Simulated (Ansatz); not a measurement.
**An elastic constant from a strain scan in WS₂**

All numbers below come from DFT PBE+D3(BJ), scalar-relativistic, plane waves, PAW in Ansatz. Settings: plane waves to 420 eV, k-mesh 12×12×4 (Γ-centred), Gaussian smearing 0.05 eV. Spin–orbit coupling is left out, which can shift energies with elements as heavy as these. No spin polarisation. Energies are free energies at this smearing, counted from the undisturbed cell; pressure is positive in compression.

Reference structure (relaxed at this level):

```
W S
1.0
     3.15421    0.00000    0.00000
    -1.57710    2.73162    0.00000
     0.00000    0.00000   12.13990
W S
2 4
Direct
  0.33333 0.66667 0.25000
  0.66667 0.33333 0.75000
  0.33333 0.66667 0.62029
  0.66667 0.33333 0.12029
  0.33333 0.66667 0.87971
  0.66667 0.33333 0.37971
```

The cell is strained by ε times the Voigt pattern (1, 1, 0, 0, 0, 0) (xx, yy, zz, yz, xz, xy; engineering shear) with fractional coordinates fixed. The cell holds 6 atoms in V0 = 104.60 Å³. The stress column is τ = (1/V0) dE/dε, got from the stress tensor σ (compression positive) at each point as −det(1 + εP) σ : P(1 + εP)⁻¹, with P the pattern as a tensor.

```csv
ε,ΔE (meV/atom),τ (GPa)
-0.0600,173.942,-57.539
-0.0450,94.028,-40.693
-0.0300,40.162,-25.590
-0.0150,9.638,-12.065
0.0000,0.000,0.028
0.0150,9.024,10.825
0.0300,34.698,20.447
0.0450,75.188,29.002
0.0525,100.467,32.910
0.0600,?,?
```

**Question.** Which combination of elastic constants does this scan measure, and how large is it?

**Answer.** For small ε, τ = τ0 + Kε with K = pᵀCp, which for this pattern is C11 + C22 + 2 C12 in the Cartesian frame shown. The parabola through τ at ε = -0.0150, 0 and 0.0150 has slope K = 763 GPa at zero. The energies per cell, E = NΔE, of the same two points give K = 2[E(ε₊)/ε₊ − E(ε₋)/ε₋]/[(ε₊ − ε₋)V0] = 762 GPa, in agreement. These are clamped-ion values.

**Question.** Predict the withheld row at ε = 0.0600 from the harmonic law, and compare.

**Answer.** ΔE = V0(τ0 ε + Kε²/2)/N = 149.623 meV/atom and τ = 45.81 GPa. The calculation gives 128.839 meV/atom and 36.59 GPa: the energy lies 14 % below the harmonic value, as bonds soften when stretched.

Forces appear on the atoms along this scan, and letting them relax would lower the energy and soften the response.